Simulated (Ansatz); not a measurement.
A geometry of Si3N4 away from equilibrium: step 2 of the relaxation of a generated trial cell of Si3N4 in a common structure type. The numbers are results of PBEsol (plane waves to 420 eV, PAW, scalar-relativistic; Ansatz, a quantum-chemistry and plane-wave program), not measurements. Γ-centred k-mesh 5×5×5 on the run's cell (coarser than for final values), Fermi–Dirac smearing 0.05 eV.

```
CELL_PARAMETERS angstrom
     -2.98173     2.98173     2.98173
      2.98173    -2.98173     2.98173
      2.98173     2.98173    -2.98173
ATOMIC_POSITIONS crystal
  Si 0.25000 0.62500 0.37500
  Si 0.75000 0.87500 0.12500
  Si 0.37500 0.25000 0.62500
  Si 0.12500 0.75000 0.87500
  Si 0.62500 0.37500 0.25000
  Si 0.87500 0.12500 0.75000
  N  0.15163 0.15163 0.15163
  N  0.50000 0.00000 0.34837
  N  0.00000 0.34837 0.50000
  N  0.34837 0.50000 0.00000
  N  0.65163 0.65163 0.65163
  N  0.50000 0.00000 0.84837
  N  0.84837 0.50000 0.00000
  N  0.00000 0.84837 0.50000
```

Question: Which atoms carry the largest force, and which way does it point?

Answer: 3.76 eV/Å, on N7, N8, N9, N10, N11, N12, N13, N14 (atoms numbered as listed); on N12 its components are (2.17, 2.17, -2.17).

Question: What is the pressure?

Answer: -3.5 GPa, compression positive.

Question: How far above the relaxed end point is this geometry?

Answer: 1.39 eV/atom; the path ends in I-43d (No. 220).

No spin polarisation in the result.

The run could not lose the symmetry of its start.

The first start was generated by placing the elements on the sites of a structure type. A measured structure of Si3N4 has the same space group, I-43d (No. 220); the sites were not compared with it. Another known form has space group No. 176.
